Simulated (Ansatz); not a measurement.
# Notes on KCrF$_{3}$

```
CELL_PARAMETERS angstrom
4.26251 0.00000 0.00000
0.00000 4.26251 0.00000
0.00000 0.00000 4.26251
ATOMIC_POSITIONS crystal
Cr 0.00000 0.00000 0.00000
F 0.50000 0.00000 0.00000
F 0.00000 0.50000 0.00000
F 0.00000 0.00000 0.50000
K 0.50000 0.50000 0.50000
```

The numbers come from plane-wave PAW DFT (Ansatz): LDA, with U_eff = 4.28 eV on Cr d (all-electron-ortho-atomic projectors), collinear spin, 420 eV, 4×4×4 Γ-centred k points, fermi-dirac occupations (width 0.0394 eV). Nothing was relaxed.

Magnetic state (reached from a saved solution, and it need not be the lowest): Cr1 up.

Problem. Are the atoms at rest?

Solution. The forces vanish by the symmetry of the sites.

Problem. How large are the moments?

Solution. Cr1 +3.73 μB of spin moment in Bader basins; net size 4.00 μB a cell.

Problem. Metal or insulator? Give the gap.

Solution. The gap is 0.25 eV, indirect or between spins (the least direct gap found is 1.52 eV).

Problem. What is the character of the valence top and the conduction bottom?

Solution. Within 0.7 eV of the edges, the states project mainly on Cr d (67 %) and F p (28 %) below the gap and on Cr d (86 %) above it.

Problem. What does the stress say?

Solution. The pressure is -7.3 GPa (compression positive), so with the atoms held at these fractions the cell would first shrink. The principal stresses -10.0, -10.0, -1.9 GPa differ, so its shape would change too.

Problem. What do density and ELF say about some of the short contacts?

Solution. Cr–F at 2.13 Å: least valence density 0.40 e/Å³ and ELF 0.10 there. K–F at 3.01 Å: least valence density 0.06 e/Å³ and ELF 0.02 there, a closed-shell (ionic or weak) contact. These are pseudo-fields; inside the PAW spheres they differ from the all-electron ones.

Problem. Give the Bader charges.

Solution. Bader charges in e: K +0.88, Cr +1.59, F -0.82. In the mean Cr gives up most and F takes most.

Origin: a known structure type with other elements, at an estimated volume, so it need not be a known compound.
